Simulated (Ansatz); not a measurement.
Relaxed-ion elastic tensor of ZnF2 (rutile, space group No. 136) in GPa (Voigt order), the program Ansatz at the LDA level (PAW); density 5.19 g/cm³, 11.03 Å³ per atom.

```
 141   120   110   0.0   0.0   0.0
 120   141   110   0.0   0.0   0.0
 110   110   221   0.0   0.0   0.0
 0.0   0.0   0.0  37.5   0.0   0.0
 0.0   0.0   0.0   0.0  37.5   0.0
 0.0   0.0   0.0   0.0   0.0  91.5
```

Is the crystal mechanically stable?

Yes: the smallest eigenvalue of C is 21.9 GPa.

Work out the Voigt, Reuss and Hill averages.

K_V = 131, K_R = 127, K_H = 129; G_V = 44.3, G_R = 27.9, G_H = 36.1 GPa.

Give Young's modulus, Poisson's ratio, Pugh's ratio and the universal anisotropy index.

E = 9KG/(3K + G) = 99.1 GPa; ν = 0.37; K/G = 3.58 (ductile by the Pugh limit of 1.75); A_U = 5G_V/G_R + K_V/K_R − 6 = 2.97.

Estimate the sound speeds and the Debye temperature.

v_l = √((K + 4G/3)/ρ) = 5850 m/s, v_t = √(G/ρ) = 2640 m/s, mean 2980 m/s; Θ = (h/k)(3n/4πV)^(1/3) v_m = 398 K.

Solve the Christoffel equation for the three sound speeds along x, y, z.

Eigenvalues of C_ijkl n_j n_l equal ρv². In km/s, slowest first: x 2.69, 4.20, 5.22; y 2.69, 4.20, 5.22; z 2.69, 2.69, 6.53.

How much does each axis shrink under pressure?

Linear compressibilities β_i = Σ_j S_ij (j = 1 to 3): x 3.3, y 3.3, z 1.2 per TPa.

Space group P4_2/mnm (rutile). Symmetry was held in the LDA relaxation; phonons on a q-mesh show no instability.

Potentials: the later of the program's two PAW sets.
